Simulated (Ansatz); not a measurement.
**Sn: energy along a strain**

Sn, Fd-3m, a = 6.491 Å (as given, not relaxed at this level: 3.2 GPa). Ansatz: PBE, PAW, 420 eV, Γ-centred 12×12×12 mesh on 2 atoms, Gaussian smearing 0.15 eV; no spin polarisation. Cell vectors (Å): 0.000 3.246 3.246; 3.246 0.000 3.246; 3.246 3.246 0.000. The cell is strained by x per cent times the pattern (0 1 0 0 0 0) in the order xx yy zz yz xz xy (engineering shears), with fractional coordinates held. y is the free energy over the start, V0 = 34.189 Å³/atom.

```
x (%) y (meV/atom)
-2.00         16.76
-1.50         11.99
-1.00          7.61
-0.50          3.62
 0.00          0.00
 0.50         -3.24
 1.00             ?
 1.50         -8.64
 1.75         -9.76
 2.00        -10.80
```

Fit y = c1 x + c2 x² + c3 x³ to the other rows, get the stiffness along the pattern, and predict the missing energy.

Least squares on the rows shown. y = −6.8579 x + 0.74506 x² − 0.0079894 x³. The clamped-ion stiffness p·C·p = 2 × 7.451 eV × 160.2 / 34.189 Å³ = 70 GPa, which is C22 in these axes (C11 of the cubic crystal) (second derivative at the start, which stands under stress). At x = 1.00 the fit asked for gives -6.12 meV/atom. The run gave -6.12 meV/atom, the same to the digits shown.